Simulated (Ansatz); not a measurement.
Here is the system:

Mo₂N:
Space group P4/mmm (No. 123); a = b = 2.974 Å, c = 4.174 Å, α = β = γ = 90.00°

```
atom  site  symmetry       x       y       z
----  ----  --------  ------  ------  ------
Mo      1a     4/mmm  0.0000  0.0000  0.0000
Mo      1d     4/mmm  0.5000  0.5000  0.5000
N       1c     4/mmm  0.5000  0.5000  0.0000
```

This is the PBE-relaxed structure.

Question: All from PBE (plane waves, PAW; program Ansatz), unless another level is named. Predict the electronic character.

Answer: metallic (no gap).

Question: Predict the formation energy from the elements (no fitted shifts).

Answer: -20 kJ/mol of atoms.

Question: Give the density of states at the Fermi level.

Answer: 0.69 states/eV per atom (mean over ±0.08 eV).

A made-up cell: these elements were put on the sites of a structure type; neither database checked (COD, Materials Project) lists it. COD files the formula under space group No. 141, so this cell is another polymorph or a model. Whether it is the stable phase at ambient conditions was not checked. The PBE relaxation kept the symmetry of its start; its stability against distortions is not shown here. The run is not spin-polarised. With an odd number of electrons in the cell and no spin polarisation, the count alone makes it a metal. The references are the lowest solids computed at this level, not always the standard phases (solids in place of the gases). Spin–orbit coupling is left out wherever it is not named.

Potentials: the later of the program's two PAW sets.
